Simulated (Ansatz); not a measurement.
Mg2C in the antifluorite structure, relaxed with r2SCAN, was run in Ansatz under altered settings. All numbers are computed, without spin polarisation but where a row says otherwise.

```xyz
3
Lattice="0.0000 2.7109 2.7109 2.7109 0.0000 2.7109 2.7109 2.7109 0.0000" Properties=species:S:1:pos:R:3 pbc="T T T"
C     0.0000    0.0000    0.0000
Mg    1.3555    1.3555    1.3555
Mg    4.0664    4.0664    4.0664
```

The base run's other keys:
```yaml
kpoints:
  mp_grid: { grid: [4, 4, 4] }
hamiltonian:
  xc: hse06
scf:
  occupations: { method: fixed }
  n_extra_bands: 4
```

It takes 12 iterations with 749 plane waves at 420 eV and 8 k points, and leaves a mean stress of -0.60 GPa. The gap over this mesh is 1.387 eV.

Outcomes, with energy and stress as changes against the base:

| setting | outcome | ΔF (meV/atom) | Δ mean stress (GPa) | gap on the mesh (eV) | iterations |
| --- | --- | --- | --- | --- | --- |
| scf.exx.ecutfock_ratio: 1 | converged | +25 | 0.0 | 1.387 | 12 |
| hamiltonian.xc: pbe0 | converged | – | -0.1 | 2.066 | 13 |
| PBE hybrid, exx coeff 0.3, unscreened | converged | – | -0.5 | 2.350 | 15 |
| scf.mixing.ndim: 2 | converged | 0.0 | 0.0 | 1.387 | 12 |
| kpoints.mp_grid.grid: [0, 4, 4] | refused | – | – | – | – |

A dash marks a value that wasn't obtained or can't be compared. Stress is positive in compression.

- scf.exx.ecutfock_ratio: 1. The free energy moves by +25 meV an atom, the mean stress by 0.0 GPa and the gap on the mesh by 0.000 eV (to 1.387). The result is sensitive to this setting.
- hamiltonian.xc: pbe0. The mean stress moves by -0.1 GPa and the gap on the mesh by +0.679 eV (to 2.066). It's another functional on the same cell, so totals aren't comparable.
- PBE hybrid, exx coeff 0.3, unscreened. That is 30 % exact exchange, at all ranges, against HSE06's 25 % screened at 0.208 1/Å. The mean stress moves by -0.5 GPa and the gap on the mesh by +0.963 eV (to 2.350). Totals of different functionals aren't comparable.
- kpoints.mp_grid.grid: [0, 4, 4]. It is rejected at once. Error: invalid value for `kpoints.mp_grid.grid`: each dimension must be in 1..=255

Within 1 meV an atom, 0.1 GPa and 0.005 eV of the base stay: scf.mixing.ndim: 2.

The program warns that its thresholds are loose for a hybrid's stress.

The meshes of the hybrids are coarse, so their gaps aren't converged to the digits shown.
